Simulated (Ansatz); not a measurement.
ScSi:
```cif
data_Sc4Si4
_chemical_formula_sum 'Sc4 Si4'
_space_group_name_H-M_alt 'Cmcm'
_space_group_IT_number 63
_space_group_name_Hall '-C 2c 2'
_cell_length_a 3.91292
_cell_length_b 9.73088
_cell_length_c 3.60683
_cell_angle_alpha 90.000
_cell_angle_beta 90.000
_cell_angle_gamma 90.000
loop_
_atom_site_label
_atom_site_type_symbol
_atom_site_symmetry_multiplicity
_atom_site_Wyckoff_symbol
_atom_site_fract_x
_atom_site_fract_y
_atom_site_fract_z
_atom_site_occupancy
Sc1 Sc 4 c 0.00000 0.13888 0.75000 1
Si1 Si 4 c 0.00000 0.58188 0.25000 1
```
(The calculation used a cell of 4 atoms; values per cell refer to that cell.)

Relaxed at zero pressure with the program Ansatz at the LDA level (PAW).

Q: The volume is raised by 9 % and shape and atoms relax at that volume. What pressure results, and how do the axes share the change?

A: -8.3 GPa; a 3.2 %, b 2.8 %, c 2.7 %; the energy rises by 43 meV/atom.

Q: Give the new structure.

A: 
Space group Cmcm (No. 63); a = 4.0381 Å, b = 10.0054 Å, c = 3.7051 Å, α = β = γ = 90.00°

```csv
atom,site,symmetry,x,y,z
Sc,4c,m2m,0.0000,0.1377,0.7500
Si,4c,m2m,0.0000,0.5815,0.2500
```

The phase is kept; no other phase was compared at this pressure.

The first step of the workflow began from a Materials Project structure, measured or hypothetical; the Crystallography Open Database copy checked does not list it. Whether it is the stable phase at ambient conditions was not checked. The LDA relaxation kept the symmetry of its start; of distortions, only those at the zone centre were tested. No spin polarisation was allowed.

Potentials: the later of the program's two PAW sets.
